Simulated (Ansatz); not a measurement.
Sn: comparing deformations

Method: DFT r2SCAN, scalar-relativistic, plane waves, PAW in Ansatz. Cutoff 500 eV, Γ-centred 22×22×22 k-points, Gaussian smearing of 0.15 eV. No spin polarisation. Energies are free energies at this smearing, counted from the undisturbed cell; pressure is positive in compression.

Reference structure (relaxed at this level; with this scan's settings it stands at -0.3 GPa; this bcc form isn't the usual structure):

```
CELL_PARAMETERS angstrom
-1.89129 1.89129 1.89129
1.89129 -1.89129 1.89129
1.89129 1.89129 -1.89129
ATOMIC_POSITIONS crystal
Sn 0.00000 0.00000 0.00000
```

The cell is strained by ε times a Voigt pattern (xx, yy, zz, yz, xz, xy; engineering shear) with fractional coordinates fixed. τ = (1/V0) dE/dε comes from the stress tensor. Of each scan, only the three points used here are listed.

```csv
pattern,ε,τ (GPa)
"(1, 1, 0, 0, 0, 0)",-0.0100,-1.50
"(1, 1, 0, 0, 0, 0)",0.0000,0.61
"(1, 1, 0, 0, 0, 0)",0.0100,2.48
"(1, -1, 0, 0, 0, 0)",-0.0050,0.044
"(1, -1, 0, 0, 0, 0)",0.0000,0.000
"(1, -1, 0, 0, 0, 0)",0.0050,-0.044
```

Task: Which constants do the scans give, and which deformation costs least for the same size of strain tensor?

Result: The slope dτ/dε at zero (parabola through three points) is pᵀCp: (1, 1, 0, 0, 0, 0) gives 2(C11 + C12) = 199 GPa; (1, -1, 0, 0, 0, 0) gives 2(C11 − C12) = -8.9 GPa. The size of the strain tensor, ε:ε, is ε² times 2.0, 2.0. Per unit of it the stiffnesses are 99, -4.4 GPa, so (1, -1, 0, 0, 0, 0) is the softest of these, and it is unstable with clamped ions. These are clamped-ion values. The starting stress shifts them by about its own size.

In a metal these slopes depend on the k mesh and the smearing.

Cost: 14 runs of about 17 core-minutes in all, on Intel Xeon Processor @ 2.50GHz (Skylake/Cascade Lake) (shared hosts).